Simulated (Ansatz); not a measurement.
An Ansatz (a program for electronic structure) input:

Ansatz 0.2 input:
```yaml
crystal:
  lattice:
    - [4.8129459147, 0.0, 0.0]
    - [-2.4064729574, 4.1681334292, 0.0]
    - [0.0, 0.0, 6.612511392]
  atoms:
    - { symbol: Nb, position: [0.5, 0.0, 0.5] }
    - { symbol: Nb, position: [0.5, 0.5, 0.8333333333] }
    - { symbol: Nb, position: [0.0, 0.5, 0.1666666667] }
    - { symbol: Si, position: [0.159087511, 0.3181750221, 0.5] }
    - { symbol: Si, position: [0.840912489, 0.159087511, 0.8333333333] }
    - { symbol: Si, position: [0.6818249779, 0.840912489, 0.1666666667] }
    - { symbol: Si, position: [0.840912489, 0.6818249779, 0.5] }
    - { symbol: Si, position: [0.159087511, 0.840912489, 0.8333333333] }
    - { symbol: Si, position: [0.3181750221, 0.159087511, 0.1666666667] }
kpoints:
  mp_grid: { grid: [7, 7, 5] }
  band_path:
    path:
      - [[0.0, 0.0, 0.0], [0.5, 0.0, 0.0], [0.3333333333, 0.3333333333, 0.0], [0.0, 0.0, 0.0], [0.0, 0.0, 0.5], [0.5, 0.0, 0.5], [0.3333333333, 0.3333333333, 0.5], [0.0, 0.0, 0.5]]  # Γ-M-K-Γ-A-L-H-A
      - [[0.5, 0.0, 0.5], [0.5, 0.0, 0.0]]  # L-M
      - [[0.3333333333, 0.3333333333, 0.5], [0.3333333333, 0.3333333333, 0.0]]  # H-K
    npoints: 8
basis: { xc_grid: 2 }
hamiltonian:
  xc: pbe
  pseudopotentials: { kind: paw }
magnetization: { noncollinear: true, spin_orbit: true }
scf:
  n_extra_bands: 19
  convergence: { dr2_threshold: 0.0000000001 }
  occupations: { method: gaussian, width: 0.05 }
output: { eigenvalues: true }
```

Question: How many symmetry operations and irreducible k-points will the run report?

Answer: 12 operations, 24 of 245 k-points.

Question: With a cutoff of 420 eV, how many plane waves at Γ?

Answer: 2555.

It took roughly 2.6 core-minutes on shared server cores.

Space group P6_222. Symmetry was held in the PBE relaxation. No spin polarisation was allowed.

Potentials: the later of the program's two PAW sets.

Ansatz is a plane-wave DFT program.
